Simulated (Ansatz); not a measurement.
In PBE (plane waves, PAW; program Ansatz), Ag in the A15 (β-W type) structure (Pm-3n) relaxes to a = 5.283 Å.

Electronic character: metallic (no gap). Gap from PBE with spin–orbit coupling: none (metallic).

The bulk modulus is 844 kbar.

The start of the workflow was typed in or built on a structure type; neither database checked (COD, Materials Project) lists it. It is not the phase usual at ambient conditions (space group No. 225). Symmetry was held in the PBE relaxation; whether a distortion lowers the energy is not shown. The run is not spin-polarised. Scalar-relativistic: spin–orbit coupling is off unless named, which matters more the heavier the elements.

Potentials: the later of the program's two PAW sets.
